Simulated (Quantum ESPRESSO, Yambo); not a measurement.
Quasiparticle gap of AgI at +1 % isotropic strain

```
CELL_PARAMETERS angstrom
      0.00000     3.25507     3.25507
      3.25507     0.00000     3.25507
      3.25507     3.25507     0.00000
ATOMIC_POSITIONS crystal
  Ag 0.00000 0.00000 0.00000
  I  0.25000 0.25000 0.25000
```

The PBEsol cell relaxed from Materials Project entry mp-22925 was given an isotropic strain of +1 % on all lattice vectors, and the atoms were relaxed again.

Starting point: norm-conserving PBEsol (Quantum ESPRESSO, 82 Ry, scalar-relativistic). G0W0 in Yambo: 4×4×4 Γ-centred k mesh, bands 5 to 129 and a 8 Ry block in the screening, 129 bands in G with the Bruneval-Gonze terminator, plasmon pole fitted at 27.2 eV.

| Property | Result |
|---|---|
| PBEsol gap along the band path | 1.20 eV |
| PBEsol gap between the mesh's edge points (Γ → Γ) | 1.20 eV |
| G0W0 gap between the same points | 2.40 eV |

```
k point  band  E PBEsol (eV)  E QP (eV)  shift (eV)     Z
-------  ----  -------------  ---------  ----------  ----
Γ          VB           0.00      -0.86       -0.86  0.79
Γ          CB           1.20       1.54        0.34  0.82
L          VB          -0.72      -1.64       -0.92  0.79
L          CB           2.66       3.07        0.41  0.82
W          VB          -1.62      -2.63       -1.01  0.78
W          CB           4.69       5.28        0.59  0.80
```

Energies count from the PBEsol valence-band maximum.

Convergence of the G0W0 settings was not tested.

Spin-orbit coupling is left out, which matters for elements this heavy: edges can move by tenths of an eV.
